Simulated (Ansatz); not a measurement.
A structure of Cu$_{2}$O relaxed with PBEsol (plane waves to 420 eV, PAW, scalar-relativistic; Ansatz, an electronic-structure program); single points at other levels follow on the same geometry (Ansatz, PAW; HSE06 at 420 eV on a 6×6×6 k-mesh; no spin-orbit coupling). Space group Pn-3m (No. 224).

```
Cu2O
1.0
    4.22251     0.00000     0.00000
    0.00000     4.22251     0.00000
    0.00000     0.00000     4.22251
Cu O
4 2
Direct
  0.75000   0.75000   0.75000
  0.75000   0.25000   0.25000
  0.25000   0.75000   0.25000
  0.25000   0.25000   0.75000
  0.00000   0.00000   0.00000
  0.50000   0.50000   0.50000
```

```json
[
 {"level": "PBEsol", "gap (eV)": "0.56", "kind": "direct", "conduction minimum": "Γ"},
 {"level": "HSE06", "gap (eV)": "2.08", "kind": "–", "conduction minimum": "Γ"}
]
```

No spin polarisation in the result.

It was reached from a disturbed copy of a Pn-3m (No. 224) cell (AFLOW prototype A2B_cP6_224_b_a (C3, as in Cu2O)), against which it lies under 1 meV/atom.
